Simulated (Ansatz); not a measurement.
Ansatz 0.2.0, relaxation: KCl$_{2}$

input.yaml:

```yaml
crystal:
  lattice:
    - [2.007962, 3.477892, 0.0]
    - [-2.007962, 3.477892, 0.0]
    - [0.0, 0.0, 12.658477]
  atoms:
    - { symbol: Cl, position: [0.3333, 0.3334, 0.0] }
    - { symbol: Cl, position: [0.6666, 0.6667, 0.5] }
    - { symbol: K, position: [0.3333, 0.3334, 0.375] }
    - { symbol: K, position: [0.6666, 0.6667, 0.875] }
    - { symbol: Cl, position: [0.0, 0.0, 0.25] }
    - { symbol: Cl, position: [0.0, 0.0, 0.75] }
  symmetry: { tolerance: 0.0003 }
kpoints:
  mp_grid: { grid: [7, 7, 2], shift: [0, 0, 0] }
magnetization:
  spin_polarized: false
scf:
  occupations: { method: cold, width: 0.0213 }
  lower_state_search: "off"
hamiltonian:
  pseudopotentials: { kind: paw }
  xc: pbe
basis:
  ecutwfc: 420
  fft_grid_basis: typed
relax:
  max_steps: 80
output:
  forces: true
  stress: true
  eigenvalues: true
  bader: true
  populations: true
  elf: true
  write_potential: true
  volumetric_format: npy
  dos:
    e_range: [-12, 8]
    de: 0.05
    projected: { site_lists: { Cl: [Cl], K: [K] } }
checkpoint:
  read: saved_state
```

Launch command:

```bash
ansatz run input.yaml --threads 2 --pin off --max-ram 3584MiB --backend cpu --events-out ev --progress --plain --runs-dir out
```

Origin of the cell: a known structure type with other elements, at an estimated volume, so it need not be a known compound.

The saved state is a converged single point of the same cell.

Steps:

| step | ΔF (meV/atom) | max force component (eV/Å) | SCF iterations | step was |
| --- | --- | --- | --- | --- |
| 1 | 0.0 | 0.904 | 9 | accepted |
| 2 | -90.5 | 0.498 | 7 | accepted |
| 3 | -124.2 | 0.004 | 10 | accepted |
| 4 | -124.2 | 0.004 | 6 | accepted |

Step 1, with forces in eV/Å:

```xyz
6
Lattice="2.008 3.478 0.000 -2.008 3.478 0.000 0.000 0.000 12.658" Properties=species:S:1:pos:R:3:forces:R:3 pbc="T T T" step=1
Cl    0.000    2.319    0.000    0.000    0.000    0.904
Cl    0.000    4.637    6.329    0.000    0.000    0.904
K     0.000    2.319    4.747    0.000    0.000   -0.007
K     0.000    4.637   11.076    0.000    0.000   -0.007
Cl    0.000    0.000    3.165    0.000    0.000   -0.897
Cl    0.000    0.000    9.494    0.000    0.000   -0.897
```

Step 2, with forces in eV/Å:

```xyz
6
Lattice="2.008 3.478 0.000 -2.008 3.478 0.000 0.000 0.000 12.658" Properties=species:S:1:pos:R:3:forces:R:3 pbc="T T T" step=2
Cl    0.000    2.319    0.195    0.000    0.000    0.498
Cl    0.000    4.637    6.524    0.000    0.000    0.498
K     0.000    2.319    4.746    0.000    0.000   -0.004
K     0.000    4.637   11.075    0.000    0.000   -0.004
Cl    0.000    0.000    2.970    0.000    0.000   -0.494
Cl    0.000    0.000    9.300    0.000    0.000   -0.494
```

Step 4, with forces in eV/Å:

```xyz
6
Lattice="2.008 3.478 0.000 -2.008 3.478 0.000 0.000 0.000 12.658" Properties=species:S:1:pos:R:3:forces:R:3 pbc="T T T" step=4
Cl    0.000    2.319    0.387    0.000    0.000   -0.002
Cl    0.000    4.637    6.716    0.000    0.000   -0.002
K     0.000    2.319    4.745    0.000    0.000   -0.002
K     0.000    4.637   11.075    0.000    0.000   -0.002
Cl    0.000    0.000    2.779    0.000    0.000    0.004
Cl    0.000    0.000    9.108    0.000    0.000    0.004
```

| Property | Result |
| --- | --- |
| Free energy lowered by | 124.2 meV/atom |
| Final pressure | 1.83 GPa |
| Relaxation steps listed | 4 |

Caveats: no spin, though holes on the anions or broken bonds may carry moments; the SCF threshold is looser than advised for a stress; the relaxation held the start's symmetry, so the end may be a saddle point.

Time: 29 s on 2 threads of Arm Neoverse V1, on a shared host, peak memory 0.42 GiB, from a saved density.
